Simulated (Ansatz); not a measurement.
# Ti: energy along a strain

Ti, P6_3/mmc, a = 2.950 Å, c = 4.686 Å (as given, not relaxed at this level: -5.9 GPa). Ansatz: PBEsol, PAW, 420 eV, Γ-centred 18×18×10 mesh on 2 atoms, Gaussian smearing 0.15 eV; no spin polarisation. Cell vectors (Å): 2.950 0.000 0.000; -1.475 2.555 0.000; 0.000 0.000 4.686. The cell is strained by x per cent times the pattern (0 0 0 0 1 0) in the order xx yy zz yz xz xy (engineering shears), with fractional coordinates held. y is the free energy over the start, V0 = 17.658 Å³/atom. Symmetry makes y even in x.

```
x (%) y (meV/atom)
-2.00          0.82
-1.00             ?
 0.00          0.00
 0.25          0.01
 0.50          0.05
 0.75          0.12
 1.25          0.32
 1.50          0.46
 1.75          0.62
```

Question: Fit y = c2 x² + c4 x⁴ to the other rows, get the stiffness along the pattern, and predict the missing energy.

Answer: Least squares on the rows shown. y = 0.2039 x² + 0.0001049 x⁴. The clamped-ion stiffness p·C·p = 2 × 2.039 eV × 160.2 / 17.658 Å³ = 37 GPa, which is C55 in these axes (second derivative at the start, which stands under stress). With a term in x⁶ added, the coefficient of x² becomes 0.2144, 5 % more, which shows how far this figure hangs on the form. At x = -1.00 the fit asked for gives 0.20 meV/atom. The run gave 0.20 meV/atom, the same to the digits shown.